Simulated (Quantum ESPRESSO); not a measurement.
pw.x input (Quantum ESPRESSO 7.5; PBE, PseudoDojo stringent norm-conserving files, scalar-relativistic):

```
&CONTROL
  calculation = 'scf'
  pseudo_dir = './pseudo'
  outdir = './out'
  tprnfor = .true.
  tstress = .true.
/
&SYSTEM
  ibrav = 0
  nat = 4
  ntyp = 2
  ecutwfc = 84.0
  ecutrho = 336.0
  occupations = 'smearing'
  smearing = 'fd'
  degauss = 0.002
  nbnd = 31
/
&ELECTRONS
  conv_thr = 4e-10
/
ATOMIC_SPECIES
N 14.0070 N.upf
In 114.8180 In.upf
CELL_PARAMETERS angstrom
  3.541414784811   0.000000000000   0.000000000000
 -1.770707392405   3.066955168984   0.000000000000
  0.000000000000   0.000000000000   5.720458576000
ATOMIC_POSITIONS crystal
N   0.666666667000   0.333333333000   0.879439941000
N   0.333333333667   0.666666666333   0.379439941000
In   0.666666667000   0.333333333000   0.500560059000
In   0.333333333667   0.666666666333   0.000560059000
K_POINTS automatic
9 9 6 0 0 0
```

End of the output:

```

[...]
     the Fermi energy is    11.6482 ev
!    total energy              =    -839.24209794 Ry
     estimated scf accuracy    <          3.2E-10 Ry
     smearing contrib. (-TS)   =      -0.00002415 Ry
     internal energy E=F+TS    =    -839.24207379 Ry
     The total energy is F=E-TS. E is the sum of the following terms:
     one-electron contribution =    -480.79870153 Ry
     hartree contribution      =     254.63746237 Ry
     xc contribution           =    -124.63057753 Ry
     ewald contribution        =    -488.45025710 Ry
     convergence has been achieved in  11 iterations
     Forces acting on atoms (cartesian axes, Ry/au):
     atom    1 type  1   force =     0.00000000    0.00000000    0.00006939
     atom    2 type  1   force =     0.00000000    0.00000000    0.00006939
     atom    3 type  2   force =     0.00000000    0.00000000   -0.00006939
     atom    4 type  2   force =     0.00000000    0.00000000   -0.00006939
     Total force =     0.000139     Total SCF correction =     0.000005
     Computing stress (Cartesian axis) and pressure
          total   stress  (Ry/bohr**3)                   (kbar)     P=       46.44
   0.00031578  -0.00000000   0.00000000           46.45       -0.00        0.00
  -0.00000000   0.00031578   0.00000000           -0.00       46.45        0.00
   0.00000000   0.00000000   0.00031560            0.00        0.00       46.43
```

Spin-orbit coupling is not included.

Geometry relaxed with PBEsol.
